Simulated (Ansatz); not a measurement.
A geometry of CdAu away from equilibrium: step 2 of the relaxation of a relaxed CdAu cell shaken by Gaussian noise of σ = 0.08 Å a coordinate. Level of theory: PBE (plane waves to 420 eV, PAW, scalar-relativistic; Ansatz, a program for electronic structure). Γ-centred k-mesh 12×12×2 on the run's cell (coarser than for final values), Fermi–Dirac smearing 0.05 eV.

```xyz
8
Lattice="3.0988 -0.0015 0.0014 -1.5507 2.6847 0.0004 0.0082 0.0078 18.7768" Properties=species:S:1:pos:R:3 pbc="T T T"
Cd    -0.0163     1.7440     2.3503
Cd     1.5925     0.8742    11.6854
Cd     1.5517     0.8778    16.3617
Cd    -0.0300     1.7391     6.9478
Au    -0.0304    -0.0234    -0.0199
Au     0.0685     0.0387     9.3510
Au    -0.0050     1.7465    14.0592
Au     1.4990     0.8305     4.7194
```

Question: Which atoms carry the largest force, and which way does it point?

Answer: 0.54 eV/Å, on Cd4 (atoms numbered as listed); on Cd4 its components are (0.02, 0.03, 0.54).

Question: What is the pressure?

Answer: +0.2 GPa, compression positive.

Question: How much energy per atom can still be gained by relaxing?

Answer: 0.01 eV/atom; the path ends in Cmcm (No. 63).

No spin polarisation in the result.

The end of the path is a generated cell of CdAu: the first start was made by placing the elements on the sites of a structure type, and the end was not matched to a known phase here, so it may be hypothetical.
